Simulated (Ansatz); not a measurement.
Question: Name crystals whose computed values (the program Ansatz at the PBE+D3(BJ) level (PAW)) fall in these windows: highest Γ mode, no LO–TO term (cm⁻¹) 260 to 330; HSE06 gap (eV) 1.6 to 2.0.

Answer: 

```
crystal                            highest Γ mode, no LO–TO term (cm⁻¹)  HSE06 gap (eV)
---------------------------------  ------------------------------------  --------------
Bi2S3, Pnma (Pearson symbol oP20)                                   291            1.77
```
Others may fit too.

The cell was relaxed under the symmetry of its start. Spin–orbit coupling is left out wherever it is not named.

Potentials: the later of the program's two PAW sets.
